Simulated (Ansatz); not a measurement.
# Si3N4: pressure against volume

Si3N4, Fd-3m, a = 7.744 Å. This isn't the usual stable structure of the compound. Ansatz: PBEsol, PAW, 420 eV, Γ-centred 6×6×6 mesh on 14 atoms, Gaussian smearing 0.02 eV; no spin polarisation. Shape and atoms are relaxed at each volume; pressure is positive in compression.

| V (Å³/atom) | P (GPa) |
| --- | --- |
| 7.298 | 50.97 |
| 7.546 | 35.15 |
| 7.795 | 21.58 |
| 8.044 | 9.94 |
| 8.293 | -0.04 |
| 8.542 | ? |
| 8.790 | -15.93 |
| 9.122 | -24.08 |

Q: Take V0 = 8.293 Å³/atom, count pressures from its P0 = -0.04 GPa, fit the third-order Birch–Murnaghan form to the other rows, and predict the missing pressure.

A: With the Eulerian strain f = ½[(V0/V)^(2/3) − 1] and y = (P − P0)/[3f(1 + 2f)^(5/2)], the form is the line y = B0 + 1.5 B0 (B0′ − 4) f. Rows (f, y): 0.04447, 309.0; 0.03248, 308.6; 0.02108, 308.3; 0.01027, 307.9; -0.01903, 306.7; -0.03077, 305.2. Means f = 0.009750, y = 307.62; Σ(Δf)² = 0.004321, ΣΔfΔy = 0.2026; the slope is their ratio. y = 307.2 + 46.88 f GPa, so B0 = 307.2 GPa and B0′ = 4 + 2 × (46.88)/(3 × 307.2) = 4.10. At V = 8.542, f = -0.00976, y = 306.74 and P = -8.59 GPa. The run gave -8.61 GPa, so the fit is 0.02 GPa too high, within the rms miss on the fitted rows (0.03 GPa).